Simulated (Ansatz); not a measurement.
Given:

Starting cell, HfC (rock salt):

```yaml
crystal:
  lattice:
    - [0.00000, 4.65154, 4.65154]
    - [2.32577, 2.32577, 4.65154]
    - [2.32577, 2.32577, 0.00000]
  atoms:
    - { symbol: C, position: [0.00000, 0.00000, 0.00000] }
    - { symbol: C, position: [0.50000, 0.00000, 0.00000] }
    - { symbol: Hf, position: [0.00000, 0.50000, 0.50000] }
    - { symbol: Hf, position: [0.50000, 0.50000, 0.50000] }
```

The atoms are displaced by Q × the pattern below (from a DFPT mode at X = (0.5, 0.5, 0.0), largest move 1; Q in Å), at fixed cell. (q is in reciprocal vectors of the primitive cell; the cell shown is doubled to hold the pattern.)

```json
[
 {"atom": "C1", "x": "0.000", "y": "0.000", "z": "1.000"},
 {"atom": "C2", "x": "0.000", "y": "0.000", "z": "-1.000"},
 {"atom": "Hf3", "x": "0.000", "y": "0.000", "z": "0.001"},
 {"atom": "Hf4", "x": "0.000", "y": "0.000", "z": "-0.001"}
]
```

These are PBE (plane waves to 420 eV, PAW, scalar-relativistic; Ansatz, an electronic-structure program) values and carry that method's errors. k mesh 17×17×17 (Γ-centred), Fermi-Dirac smearing 0.05 eV. Energies are smeared free energies. With partly filled bands, energies and forces of such displacements shift with the k mesh and the smearing. HfC is run without spin polarisation. HfC was relaxed with its symmetry unable to fall. Spin-orbit coupling is left out, though Hf is heavy. The zero of ΔE is the undisplaced structure.

The scan covers Q from -0.100 to 0.100 Å in 13 points.

Task: Is this a single well or a double well?

Result: A single well with its minimum at or next to zero displacement.

Task: Which space group does the distorted structure have?

Result: P4/nmm (No. 129), lowered from Fm-3m.

Task: What is the energy change at Q = 0.100 Å?

Result: 145 meV/cell.

Task: What harmonic wavenumber does the curvature at Q = 0 give?

Result: 571 cm⁻¹.

(A displaced cell: forces are minus the slopes of the energy, force constants its curvatures, and phonons follow from these.)
